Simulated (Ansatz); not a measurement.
Values for one crystal, relaxed and computed with PBEsol (plane waves, PAW; program Ansatz); other levels are named.

| Item | Value |
|---|---|
| Volume per atom | 12.59 Å³ |
| Electronic character | metallic (no gap) |
| Debye temperature from the elastic constants | 517 K |
| Pressure derivative B′ | 3.8 |
| Hill bulk and shear moduli | 240 and 99.6 GPa |
| Gap with spin–orbit coupling | none (metallic) |
| Poisson's ratio | 0.32 |

Which compound is it?
A) SiMo2C, P6_3/mmc (Si on 2d, Mo on 4f, C on 2a)
B) SnC, CsCl type
C) MoS2, fluorite
D) Ru2C, P-3m1 (C on 1a, Ru on 2d)

A, SiMo2C, P6_3/mmc (Si on 2d, Mo on 4f, C on 2a)

The start of the workflow was typed in or built on a structure type; neither database checked (COD, Materials Project) lists it. Its standing as an ambient phase is unchecked. Symmetry was held in the PBEsol relaxation; whether a distortion lowers the energy is not shown. No spin polarisation was allowed. As this level gives no gap, shear constants depend on the k-mesh and smearing (Fermi–Dirac, 0.1 eV here). Spin–orbit coupling is left out wherever it is not named.

Potentials: the earlier of the program's two PAW sets. The files were generated under PBE; for other functionals the program regenerates the frozen cores, and for LDA and PBEsol the local potential too.
